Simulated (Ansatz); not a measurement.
C:
```xyz
6
Lattice="4.4569 0.0000 0.0000 -2.2284 3.8598 0.0000 0.0000 0.0000 2.5299" Properties=species:S:1:pos:R:3 pbc="T T T"
C      0.0000     3.4575     0.6325
C     -0.7659     2.1310     0.6325
C      0.7659     2.1310     0.6325
C      2.2284     0.4022     1.8975
C      2.9943     1.7288     1.8975
C      1.4626     1.7288     1.8975
```

This is the PBE-relaxed structure. x, y and z are the axes in which the lattice vectors are written.

Question: All from DFT-PBE in the program Ansatz with PAW potentials, unless another level is named. Estimate the hole effective mass, band 1 of 2 at the edge.

Answer: 0.51 along x, 0.91 along z (mₑ).

Question: And the band gap?

Answer: 2.27 eV (direct).

Question: Next, the electron effective mass?

Answer: 0.14, 0.14, 1.2 mₑ (principal values).

Question: And the valence-band maximum?

Answer: at Γ.

Space group P6_3/mmc. The start of the workflow was typed in or built on a structure type. Its sites differ from those of the usual phase in this space group: another stacking or structure type. The cell was relaxed with PBE under the symmetry of its start; its stability against distortions is not shown here.

Potentials: the earlier of the program's two PAW sets.
